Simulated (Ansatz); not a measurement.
According to the program Ansatz at the r²SCAN level (PAW), Si₃N₄ in the hexagonal phase (P6_3/m; Si on 6h, N on 2d, N on 6h) relaxes to a = 7.606 Å, c = 2.905 Å. Si has 4 nearest neighbours from 1.73 Å (tetrahedral); N on 2d has 3 nearest neighbours from 1.73 Å (trigonal planar); N on 6h has 3 nearest neighbours from 1.73 Å (trigonal planar). Against the elements it lies at -1.27 eV/atom, with no fitted shifts.

The Kohn–Sham gap is 4.99 eV (indirect). The valence maximum lies on the Γ–A line, 33 % of the way from Γ and the conduction minimum at Γ.

The cell was relaxed with r²SCAN under the symmetry of its start. The references are the lowest solids computed at this level, not always the standard phases (solids in place of the gases).

Potentials: the earlier of the program's two PAW sets.
